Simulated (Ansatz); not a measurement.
## CaI$_{2}$ under strong compression

```xyz
3
Lattice="4.4137 0.0000 0.0000 -2.2069 3.8224 0.0000 0.0000 0.0000 7.5913" Properties=species:S:1:pos:R:3 pbc="T T T"
Ca    0.0000    0.0000    0.0000
I     0.0000    2.5483    1.7403
I     2.2069    1.2741    5.8510
```

The base volume is that of a database entry, with shape and atoms relaxed on PAW files at held volume, so it needn't be at zero pressure; the structure needn't be the stable phase, at rest or compressed.

Its volume is scaled, and at each volume shape and atoms are relaxed on PAW files; all methods then take that cell.

All numbers are LDA results (scalar-relativistic) from Ansatz 0.2.0, with a Γ-centred 7×7×4 k mesh, Fermi–Dirac smearing of 0.03 eV, no spin polarisation. Methods: LAPW: all electrons, basis error target 1 meV/atom; PAW: frozen-core files, cutoff 420 eV; norm-conserving: pseudopotentials, cutoff 980 eV.

Energies are extrapolated to zero smearing and count from the unscaled cell; pressure is positive in compression; gaps take the mesh and a band path. No temperature or zero-point motion is included.

Spin–orbit coupling is left out, which matters for the heavy atoms. The PAW files were made under PBE.

```json
{"V/V0": "1.00", "V (Å³/atom)": "42.69", "P LAPW (GPa)": "-0.72", "ΔE LAPW (eV/atom)": "0.000", "P PAW − LAPW (GPa)": "-0.01", "ΔE PAW − LAPW (meV/atom)": "0.0", "gap (eV)": "3.61", "space group": "P-3m1", "shortest distance (Å)": "3.086"}
{"V/V0": "0.80", "V (Å³/atom)": "34.15", "P LAPW (GPa)": "1.68", "ΔE LAPW (eV/atom)": "-0.009", "P PAW − LAPW (GPa)": "-0.01", "ΔE PAW − LAPW (meV/atom)": "0.0", "gap (eV)": "2.83", "space group": "P-3m1", "shortest distance (Å)": "3.024"}
{"V/V0": "0.60", "V (Å³/atom)": "25.61", "P LAPW (GPa)": "17.19", "ΔE LAPW (eV/atom)": "?", "P PAW − LAPW (GPa)": "-0.02", "ΔE PAW − LAPW (meV/atom)": "-0.4", "gap (eV)": "1.72", "space group": "P-3m1", "shortest distance (Å)": "2.843"}
{"V/V0": "0.55", "V (Å³/atom)": "23.48", "P LAPW (GPa)": "26.1", "ΔE LAPW (eV/atom)": "0.682", "P PAW − LAPW (GPa)": "-0.03", "ΔE PAW − LAPW (meV/atom)": "-0.6", "gap (eV)": "1.16", "space group": "P-3m1", "shortest distance (Å)": "2.786"}
```

(1) Fill in "ΔE LAPW (eV/atom)" for the row "0.60".

(2) From the table, what is the rise of the enthalpy H = E + pV up to the last row, and how stiff is the crystal between the last two rows?

(3) At the smallest volume, how far does norm-conserving lie from LAPW in pressure?

Results:

(1) 0.397.

(2) ΔH = 0.682 eV + (26.1 GPa × 23.48 Å³ + 0.72 GPa × 42.69 Å³) × 0.006242 eV/(GPa·Å³) = 4.70 eV/atom, of which pV makes 85 %. The mean bulk modulus there is −ΔP/Δln V = 102 GPa.

(3) norm-conserving: -0.28 GPa, on a LAPW pressure of 26.1 GPa.
